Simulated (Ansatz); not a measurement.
Data:

TiPd$_{2}$:
```yaml
crystal:
  lattice:
    - [-1.53778, 1.71263, 4.32134]
    - [1.53778, -1.71263, 4.32134]
    - [1.53778, 1.71263, -4.32134]
  atoms:
    - { symbol: Ti, position: [0.00000, 0.00000, 0.00000] }
    - { symbol: Pd, position: [0.65785, 0.65785, 0.00000] }
    - { symbol: Pd, position: [0.34215, 0.34215, 0.00000] }
```

This is the r²SCAN-relaxed structure.

### Question
All from DFT-r²SCAN in the program Ansatz with PAW potentials, unless another level is named. Predict the density of states at the Fermi level.

### Answer
0.45 states/eV per atom (mean over ±0.08 eV).

### Question
Next, the formation energy from the elements (no fitted shifts)?

### Answer
-0.66 eV/atom.

Space group Immm. The workflow started from a Materials Project entry (that database holds measured and hypothetical structures alike); the Crystallography Open Database copy checked does not list it. With Ti and Pd taken as one species the cell has the higher symmetry I4/mmm, so it may be an ordered model of a mixed-site phase. Whether it is the stable phase at ambient conditions was not checked. Symmetry was held in the r²SCAN relaxation; whether a distortion lowers the energy is not shown. The run is not spin-polarised. The references are the lowest solids computed at this level, not always the standard phases. Scalar-relativistic: spin–orbit coupling is off unless named, which matters more the heavier the elements.

Potentials: the later of the program's two PAW sets.
